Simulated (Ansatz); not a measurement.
Consider the following.

InAgTe₂:
Space group P-4m2 (No. 115); a = 4.475 Å, b = 4.475 Å, c = 6.366 Å, α = 90.00°, β = 90.00°, γ = 90.00°

| atom | site | symmetry | x | y | z |
|---|---|---|---|---|---|
| In | 1c | -4m2 | 0.5000 | 0.5000 | 0.5000 |
| Ag | 1a | -4m2 | 0.0000 | 0.0000 | 0.0000 |
| Te | 2g | 2mm. | 0.0000 | 0.5000 | 0.2372 |

This is the LDA-relaxed structure.

Q: All from the program Ansatz at the LDA level (PAW), unless another level is named. Give the electronic character.

A: no gap, with almost no states at the Fermi level (zero-gap or semimetallic).

Q: Predict the formation energy from the elements (no fitted shifts).

A: -198 meV/atom.

The workflow started from a Materials Project entry (that database holds measured and hypothetical structures alike); the Crystallography Open Database copy checked does not list it. COD files the formula under space group No. 122, so this cell is another polymorph or a model. With In and Ag taken as one species the cell has the higher symmetry F-43m, so it may be an ordered model of a mixed-site phase. Its standing as an ambient phase is unchecked. The cell was relaxed with LDA under the symmetry of its start; of distortions, only those at the zone centre were tested. No spin polarisation was allowed. The references are the lowest solids computed at this level, not always the standard phases. Spin–orbit coupling is left out wherever it is not named.

Potentials: the later of the program's two PAW sets.
